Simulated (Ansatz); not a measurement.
TePb (rock salt, Fm-3m), the program Ansatz at the PBEsol level (PAW). The conduction-band minimum lies at L, with 4 equivalent valleys. Second derivatives d²E/dk² of the lowest band at one valley (eV·Å²), along Cartesian directions:

```
direction  d²E/dk²
---------  -------
[100]        61.75
[010]        61.75
[001]        61.75
[110]        45.53
[101]        78.68
[011]        78.68
```

Problem. Find the principal effective masses, the density-of-states mass and the conductivity mass.

Solution. Off-diagonal terms follow from H_xy = H[110] − (H_xx + H_yy)/2, and m*/mₑ = 7.620 eV·Å² over each eigenvalue: 0.097, 0.098, 0.27. One valley's DOS mass (m₁m₂m₃)^(1/3) = 0.14, conductivity mass 3/(Σ 1/mᵢ) = 0.12 mₑ.

Problem. What effective density of states Nc follows at 300 K for parabolic valleys?

Solution. Nc = 2.509e19 × 4 × (0.14)^(3/2) ≈ 5.3e18 cm⁻³.

The PBEsol relaxation kept the symmetry of its start. Scalar-relativistic: spin–orbit coupling is off unless named, which matters more the heavier the elements.

Potentials: the earlier of the program's two PAW sets. The files were generated under PBE; for other functionals the program regenerates the frozen cores, and for LDA and PBEsol the local potential too.

Edges and masses are those of Kohn–Sham bands, whose gap is no quasiparticle gap.
